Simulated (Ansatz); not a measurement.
Sb (A7 (α-As type), space group No. 166) at seven volumes, DFT-LDA in the program Ansatz with PAW potentials, shape and atoms relaxed at each. One row is withheld.

```csv
V (Å³/atom),P (GPa)
26.565,5.60
27.441,?
28.316,1.54
29.192,0.00
30.068,-1.27
30.944,-2.25
31.819,-3.02
```

### Question
Fit the shown pressures and predict the withheld one.

### Answer
Third-order Birch–Murnaghan: P = (3/2)B₀(x^(7/2) − x^(5/2))[1 + (3/4)(B′ − 4)(x − 1)] with x = (V₀/V)^(2/3). Least squares on the six rows gives V₀ = 29.190 Å³/atom, B₀ = 45.35 GPa, B′ = 5.79. At V = 27.441, x = 1.0421 and P = 3.35 GPa. The run itself gave 3.35 GPa.

Space group R-3m (A7 (α-As type)). The cell was relaxed with LDA under the symmetry of its start. Spin–orbit coupling is left out wherever it is not named.

Potentials: the earlier of the program's two PAW sets. The files were generated under PBE; for other functionals the program regenerates the frozen cores, and for LDA and PBEsol the local potential too.
